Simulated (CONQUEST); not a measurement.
Input and output of a self-consistent single point for Rh (Fm-3m, 4 atoms in the cell; from Materials Project mp-74) (CONQUEST).

Method: PBE, numerical atomic orbitals double-zeta with polarisation (the shipped basis), PseudoDojo norm-conserving potentials made for PBE run with CONQUEST.

```xyz
4
Lattice="3.8060 0.0000 0.0000 0.0000 3.8060 0.0000 0.0000 0.0000 3.8060" Properties=species:S:1:pos:R:3 pbc="T T T"
Rh     0.0000     0.0000     0.0000
Rh     0.0000     1.9030     1.9030
Rh     1.9030     0.0000     1.9030
Rh     1.9030     1.9030     0.0000
```

Reference input (self-consistent single point, DFT, PBE, numerical atomic orbitals double-zeta with polarisation (the shipped basis), PseudoDojo norm-conserving potentials made for PBE): basis = DZP; Diag.MPMeshX, Y, Z = 4 4 4; potentials = PseudoDojo norm-conserving PBE; Grid.GridCutoff = 175 Ha; DM.SolutionMethod = diagon; Diag.kT = 0.001837 Ha; Diag.GammaCentred = true; minE.SCTolerance = 1.0e-06; SC.MaxIters = 100; SC.LinearMixingFactor = 0.5; SC.KerkerPreCondition = true; SC.KerkerFactor = 0.3 1/bohr. This run's input differs from it in these lines:

```diff
@@ -24,3 +24,3 @@
 
-minE.SCTolerance               1.0e-06
+minE.SCTolerance               1.0e-03
 SC.MaxIters                    100
```

The program printed (abridged):

```
    new_SC_potl: Starting.  Tolerance:  0.10000E-02

    PulayMixSC: Starting Pulay mixing, A_up =  0.500 A_dn =  0.500
    PulayMixSC: Spin non-polarised calculation.
    PulayMixSC: with Kerker preconditioning, q0 =  0.300
          Harris-Foulkes Energy            :    -12766.847976927680065 eV
          GroundState Energy (E-(1/2)TS)   :    -12766.883473648327708 eV
          Free Energy (E-TS)               :    -12766.918970368971713 eV
          DFT Total Energy                 :    -12762.507592240219310 eV
          Total number of electrons        :        67.999999999994301
   [... lines left out ...]
          Total number of electrons        :        68.000034490423829
    PulayMixSC: Pulay iteration     2 residual:              0.16563E-02
          Harris-Foulkes Energy            :    -12764.995054878620067 eV
          GroundState Energy (E-(1/2)TS)   :    -12765.034088915821485 eV
          Free Energy (E-TS)               :    -12765.073122953021084 eV
          DFT Total Energy                 :    -12764.970509979415510 eV
          Total number of electrons        :        68.000066502281257
    PulayMixSC: Pulay iteration     3 residual:              0.37121E-03
    PulayMixSC: Reached SCF tolerance of  0.37121E-03 after      3 iterations
      | Number of electrons      =        68.000067
      |* band energy as 2Tr[K.H] =     -2259.798774931106436 eV
      |  screened ion-ion energy =    -10240.815341506799086 eV
      |  Ha correction           =        86.337225146989198 eV
      |  XC correction           =      -351.210609521562333 eV
      | GS Energy as E-(1/2)TS   =    -12765.034088915821485 eV
      | Free Energy as E-TS      =    -12765.073122953021084 eV
      |* Harris-Foulkes energy   =    -12764.995054878620067 eV
      |* DFT total energy        =    -12764.970509979415510 eV
      |  estimated accuracy      =        -0.024544899204311 eV

    force: Forces on atoms (eV/a0)
    force:  Atom   X              Y              Z
   [... lines left out ...]
    force: Maximum force :        0.00000000(eV/a0) on atom         2 in z direction
   [... lines left out ...]
    force: Force Residual:        0.00000000 eV/a0
    force: Total stress:         12.75481882    -0.00000000     0.00000000 GPa
                            -0.00000000    12.75481882     0.00000000
                             0.00000000     0.00000000    12.75481882
    force: Average pressure:    -12.75481882 GPa

    force: Finished force
    get_E_and_F: Change in energy during last step of electronic optimisation:  0.17464E-01
```

The run converged in 3 iterations. CONQUEST prints the stress tensor with tension positive. Against the reference run the free energy falls by 2.8 meV/atom and the pressure goes from 10.73 to -12.75 GPa.

The program uses no crystal symmetry, so grid and mesh can part values that symmetry would make equal. The atom-centred basis is finite, which shifts total energies and pressures against plane waves. This run is one point of a test of settings, so its values need not be converged; read them against the reference run alone. The structure comes from a collection of computed structures, made at another level of theory; the collection holds predicted forms beside known ones. No clean gap shows at this smearing width and mesh (spacing up to 0.41 Å⁻¹); the mesh is coarse for partly filled bands, so the values carry mesh errors.

Cost on one core: around 100 core-seconds (rough).
